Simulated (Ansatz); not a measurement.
BC$_{5}$ in space group I-4m2 (No. 119; B on 2c, C on 4e, C on 2b, C on 4f) under volume change, LDA in the plane-wave PAW code Ansatz, shape and atoms relaxed at each volume.

```csv
V (Å³/atom),E − E(relaxed) (meV/atom),P (GPa)
5.281,68.9,45.43
5.456,29.2,28.13
5.630,6.9,13.09
5.804,0.0,0.00
5.978,6.3,-11.39
6.152,24.2,-21.31
6.326,52.2,-29.94
```

Q: What does a third-order Birch–Murnaghan fit give for V₀, B₀ and B′?

A: V₀ = 5.80 Å³/atom, B₀ = 406 GPa, B′ = 3.6.

The workflow started from a Materials Project entry (that database holds measured and hypothetical structures alike); the Crystallography Open Database copy checked does not list it. Whether it is the stable phase at ambient conditions was not checked. Symmetry was held in the LDA relaxation; whether a distortion lowers the energy is not shown.

Potentials: the later of the program's two PAW sets.
